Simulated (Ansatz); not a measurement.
An Ansatz (a program for electronic structure) input:

Ansatz 0.2 input:
```yaml
crystal:
  lattice:
    - [5.0959221787, 0.0, 0.0]
    - [0.0, 5.1768716362, 0.0]
    - [-0.880588975, 0.0, 5.1968483346]
  atoms:
    - { symbol: Hf, position: [0.2771460069, 0.0429395163, 0.208192018] }
    - { symbol: Hf, position: [0.7228539931, 0.5429395163, 0.291807982] }
    - { symbol: Hf, position: [0.7228539931, 0.9570604837, 0.791807982] }
    - { symbol: Hf, position: [0.2771460069, 0.4570604837, 0.708192018] }
    - { symbol: O, position: [0.0712178759, 0.3373014252, 0.3409168948] }
    - { symbol: O, position: [0.9287821241, 0.8373014252, 0.1590831052] }
    - { symbol: O, position: [0.9287821241, 0.6626985748, 0.6590831052] }
    - { symbol: O, position: [0.0712178759, 0.1626985748, 0.8409168948] }
    - { symbol: O, position: [0.4471286603, 0.7581781137, 0.4800050366] }
    - { symbol: O, position: [0.5528713397, 0.2581781137, 0.0199949634] }
    - { symbol: O, position: [0.5528713397, 0.2418218863, 0.5199949634] }
    - { symbol: O, position: [0.4471286603, 0.7418218863, 0.9800050366] }
kpoints:
  mp_grid: { grid: [5, 5, 5] }
basis: { xc_grid: 2 }
hamiltonian:
  xc: pbesol
  pseudopotentials: { kind: paw }
scf:
  occupations: { method: fixed }
output:
  optics: { e_range: [0.0, 15.0], de: 0.05, sigma: 0.1, bands: { spectra_wanted_up_to: 12 eV } }
```

How many symmetry operations and irreducible k-points will the run report?

4 operations, 39 of 125 k-points.

With a cutoff of 420 eV, how many plane waves at Γ?

2685.

It took about 8 core-minutes (a rough figure) on shared server cores.

Space group P2_1/c. The PBEsol relaxation kept the symmetry of its start. No spin polarisation was allowed. Scalar-relativistic: spin–orbit coupling is off unless named, which matters more the heavier the elements.

Potentials: the later of the program's two PAW sets.

Ansatz is a plane-wave DFT program.
